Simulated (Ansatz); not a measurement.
SiRh2 in space group Pnma (No. 62; Si on 4c, Rh on 4c, Rh on 4c) at seven volumes, the program Ansatz at the r²SCAN level (PAW), shape and atoms relaxed at each. One row is withheld.

```
V (Å³/atom)  P (GPa)
-----------  -------
11.949             ?
12.343         17.08
12.737          7.67
13.131         -0.01
13.525         -6.25
13.919        -11.39
14.313        -15.59
```

**Question.** Fit the shown pressures and predict the withheld one.

**Answer.** P = (3/2)B₀(x^(7/2) − x^(5/2))[1 + (3/4)(B′ − 4)(x − 1)] with x = (V₀/V)^(2/3). Least squares on the six rows gives V₀ = 13.131 Å³/atom, B₀ = 231 GPa, B′ = 5.70. At V = 11.949, x = 1.0649 and P = 28.50 GPa. The run itself gave 28.48 GPa.

The first step of the workflow began from a Materials Project structure, measured or hypothetical; the Crystallography Open Database copy checked does not list it. Its standing as an ambient phase is unchecked. The cell was relaxed with r²SCAN under the symmetry of its start; whether a distortion lowers the energy is not shown. No spin polarisation was allowed.

Potentials: the later of the program's two PAW sets.
